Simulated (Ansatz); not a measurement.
## Does relaxation matter for the field gradients of SiC with Sn replacing C?

Start: a supercell of SiC (space group P6_3mc) built from a COD entry (the entry's cell lengths or inner coordinates differ somewhat from later room-temperature determinations), with all atoms left at the host's positions.

Space group P3m1 (No. 156); a = 6.1900, c = 15.1700 Å, γ = 120.00°.

| site | Wyckoff | site symmetry | x | y | z |
| --- | --- | --- | --- | --- | --- |
| Si1 | 1a | 3m. | 0.0000 | 0.0000 | 0.1250 |
| Si2 | 3d | .m. | 0.0000 | 0.5000 | 0.1250 |
| Si5 | 1a | 3m. | 0.0000 | 0.0000 | 0.6250 |
| Si6 | 3d | .m. | 0.0000 | 0.5000 | 0.6250 |
| Si9 | 3d | .m. | 0.1667 | 0.3333 | 0.2917 |
| Si11 | 1c | 3m. | 0.6667 | 0.3333 | 0.2917 |
| Si13 | 3d | .m. | 0.3333 | 0.1667 | 0.7917 |
| Si14 | 1b | 3m. | 0.3333 | 0.6667 | 0.7917 |
| Si17 | 3d | .m. | 0.1667 | 0.3333 | 0.9583 |
| Si19 | 1c | 3m. | 0.6667 | 0.3333 | 0.9583 |
| Si21 | 3d | .m. | 0.3333 | 0.1667 | 0.4583 |
| Si22 | 1b | 3m. | 0.3333 | 0.6667 | 0.4583 |
| Sn | 1a | 3m. | 0.0000 | 0.0000 | 0.0000 |
| C26 | 3d | .m. | 0.0000 | 0.5000 | 0.0000 |
| C29 | 1a | 3m. | 0.0000 | 0.0000 | 0.5000 |
| C30 | 3d | .m. | 0.0000 | 0.5000 | 0.5000 |
| C33 | 3d | .m. | 0.1667 | 0.3333 | 0.1667 |
| C35 | 1c | 3m. | 0.6667 | 0.3333 | 0.1667 |
| C37 | 3d | .m. | 0.3333 | 0.1667 | 0.6667 |
| C38 | 1b | 3m. | 0.3333 | 0.6667 | 0.6667 |
| C41 | 3d | .m. | 0.1667 | 0.3333 | 0.8333 |
| C43 | 1c | 3m. | 0.6667 | 0.3333 | 0.8333 |
| C45 | 3d | .m. | 0.3333 | 0.1667 | 0.3333 |
| C46 | 1b | 3m. | 0.3333 | 0.6667 | 0.3333 |

One atom of each set is listed.

Computed with Ansatz: DFT, PBE, plane waves and PAW, scalar-relativistic, 420 eV cutoff, Γ-centred 4×4×2 k-points, Fermi–Dirac smearing 0.01 eV.

The largest force at the start is 19 eV/Å. Relaxing the ions at fixed cell moves them by 0.484 Å at most (atom 18, Si) and 0.158 Å rms.

| site | moved (Å) | first shell before | first shell after | V_zz before (10²¹ V/m²) | η before |
| --- | --- | --- | --- | --- | --- |
| Si1 | 0.437 | 3 C at 1.90 Å, 1 Sn at 1.90 Å | 3 C at 1.87 Å, 1 Sn at 2.33 Å | -5.23 | 0.00 |
| Si2 | 0.063 | 4 C at 1.90 Å | 4 C at 1.89–1.90 Å | -0.12 | 0.55 |
| Si6 | 0.040 | 4 C at 1.90 Å | 4 C at 1.87–1.89 Å | -0.18 | 0.41 |
| Si9 | 0.107 | 4 C at 1.90 Å | 4 C at 1.86–1.89 Å | 0.14 | 0.49 |
| Si13 | 0.054 | 4 C at 1.90 Å | 4 C at 1.88–1.91 Å | -0.080 | 0.90 |
| Si14 | 0.181 | 4 C at 1.90 Å | 4 C at 1.84–1.87 Å | 0.34 | 0.00 |
| Si17 | 0.484 | 3 C at 1.90 Å, 1 Sn at 1.90 Å | 3 C at 1.86–1.90 Å, 2 Si at 2.37 Å; also 1 Sn at 2.37 Å | -4.93 | 0.07 |
| Si19 | 0.010 | 4 C at 1.90 Å | 4 C at 1.87–1.91 Å | 0.16 | 0.00 |
| Sn | 0.005 | 4 Si at 1.90 Å | 4 Si at 2.33–2.37 Å | 2.93 | 0.00 |
| C26 | 0.074 | 4 Si at 1.90 Å | 4 Si at 1.87–1.90 Å | -0.32 | 0.80 |
| C33 | 0.149 | 4 Si at 1.90 Å | 4 Si at 1.86–1.89 Å | -0.12 | 0.66 |
| C46 | 0.117 | 4 Si at 1.90 Å | 4 Si at 1.84–1.87 Å | 0.022 | 0.00 |

**Question.** What are V_zz and η after the relaxation?

**Answer.** 

```
site  V_zz after  η after  change of V_zz
 Si1       -0.78     0.00           +4.45
 Si2       -0.62     0.53               –
 Si6       -0.56     0.34           -0.38
 Si9        0.42     0.81               –
Si13        0.41     0.02           +0.49
Si14       -0.52     0.00           -0.86
Si17        2.17     0.88               –
Si19       -0.13     0.00           -0.29
  Sn       -26.4     0.00          -29.36
 C26       -0.57     0.50               –
 C33        0.71     0.90               –
 C46       -0.50     0.00           -0.52
```

The largest change of V_zz along a kept axis is on Sn, from 2.93 to -26.4. In per cent, |V_zz| changes by -85 on Si (all sites that start above 2, bar those whose gradient vanishes or changes sign or whose main axis turns by over 40°). On C30, C41 (not in the table) V_xx and V_yy change places (or their axes turn by over 50°), so the two values of η hide a larger change. V_zz changes sign on Sn (same axis), Si14 (same axis), Si19 (same axis), Si13 (axis turned by 14°), C46 (same axis), C30 (same axis), Si22 (same axis), C37 (axis turned by 15°) and 1 more site (not all in the table). On Si17, C26, Si9, Si2, C33, Si21 (not all in the table) the largest principal value lies along another axis in the second run, so the two V_zz can't be compared directly. The table leaves out 12 of the 24 sites, with |V_zz| up to 0.64; their tensors move by 0.62 at most along any direction. The statements above cover all sites. The electronic state changes along with the positions (the gap closes), so the changes aren't those of geometry alone. The host's own positions weren't relaxed first, so part of the change far from the defect can be the host's relaxation.

The defect repeats with the cell of 48 atoms, so it feels its images: sites between two images don't show the values beside a lone defect, and zeros or small values of η there can come from the images' arrangement. C and Si carry a gradient in the pure host already, so the values there aren't the defect's effect alone.
Before: Without spin–orbit coupling (the program notes it for Sn) the gradients are little affected as a rule: paired runs on crystals with a gap mostly move them by under 2 % at such atoms. The cell keeps the host's lattice, where the PBE pressure is 18 GPa. The neighbours have not yet relaxed around the defect (largest force 19 eV/Å), so the values at and beside it are those of a strained start, not of the defect in a real crystal.
After: The run isn't spin-polarised, and a state with spin may lie lower. The relaxation keeps the site symmetry 3m of the start, so the impurity can move only along its axis; a distortion that would localise the partly filled state isn't explored. The defect cell has no gap above 0.1 eV on its mesh, so the values can hang on the smearing and the k-mesh. Without spin–orbit coupling (the program notes it for Sn) the gradients can shift somewhat, as the gap is small. The cell keeps the host's lattice, where the PBE pressure is 10 GPa.
